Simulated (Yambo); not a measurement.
One stored BSE kernel of dimension 1440 for AlN (wurtzite, space group P6_3mc, No. 186) (Yambo, PBEsol bands; 6×6×4 mesh, 5 valence and 2 conduction bands, static screening with 23 bands and a 4 Ry block, scissor 1.48 eV, Tamm-Dancoff; broadening 0.15 eV; field along x), solved in several ways.

| solver | iterations | largest change of Im ε (% of its maximum) | rough time |
|---|---|---|---|
| Haydock, threshold 2 % | 6 | 150 | within a factor of two |
| Haydock, threshold 0.5 % | 18 | 31 | within a factor of two |
| Haydock, threshold 0.1 % | 33 | 5.0 | within a factor of two |
| Haydock, threshold 0.005 % | 56 | 0.5 | 1 |
| SLEPc, lowest 10 states | – | no full spectrum | within a factor of two |
| SLEPc, lowest 60 states | – | no full spectrum | within a factor of two |
| full diagonalisation | – | reference | about 9× |

Haydock gives the spectrum without eigenstates, SLEPc the lowest states alone, full diagonalisation everything at a cost that grows as the cube of the dimension. Times include reading the kernel. Times are rough ratios from shared machines. Mesh and scissor weren't tested; the rows compare only with each other.

Geometry relaxed with PBEsol; primitive cell a = b = 3.1131 Å, c = 4.9828 Å, α = β = 90.00°, γ = 120.00°.
